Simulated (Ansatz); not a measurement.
K2LiRhF6:
```
CELL_PARAMETERS angstrom
      0.00000     3.91220     3.91220
      3.91220     0.00000     3.91220
      3.91220     3.91220     0.00000
ATOMIC_POSITIONS crystal
  K  0.75000 0.75000 0.75000
  K  0.25000 0.25000 0.25000
  Li 0.50000 0.50000 0.50000
  Rh 0.00000 0.00000 0.00000
  F  0.75031 0.24969 0.24969
  F  0.24969 0.75031 0.75031
  F  0.24969 0.75031 0.24969
  F  0.75031 0.24969 0.75031
  F  0.24969 0.24969 0.75031
  F  0.75031 0.75031 0.24969
```

Relaxed with LDA.

Problem. Give the optical modes at the zone centre with their infrared and Raman activity from DFPT, LDA (plane waves, PAW; program Ansatz).

Solution. Transverse frequencies, without the LO–TO term; a row sums one degenerate level.

```
ω (cm⁻¹)  degeneracy  IR ((D/Å)²/amu)  Raman (Å⁴/amu)  activity  symmetry
--------  ----------  ---------------  --------------  --------  --------
65                 3             0.00               0    silent       T1g
138                3             8.47               0        IR       T1u
139                3             0.00            0.82     Raman       T2g
222                3             0.00               0    silent       T2u
224                3             0.00              23     Raman       T2g
271                3             3.90               0        IR       T1u
336                3            23.32               0        IR       T1u
523                2             0.00              11     Raman        Eg
552                3            21.11               0        IR       T1u
584                1             0.00             110     Raman       A1g
```

Problem. How high does the top mode go among those that the LO–TO term moves?

Solution. 610 cm⁻¹ for q along x.

Space group Fm-3m. The first step of the workflow began from a Materials Project structure, measured or hypothetical; the Crystallography Open Database copy checked does not list it. Its standing as an ambient phase is unchecked. Symmetry was held in the LDA relaxation; phonons on a q-mesh show no instability. No spin polarisation was allowed.

Potentials: the later of the program's two PAW sets.
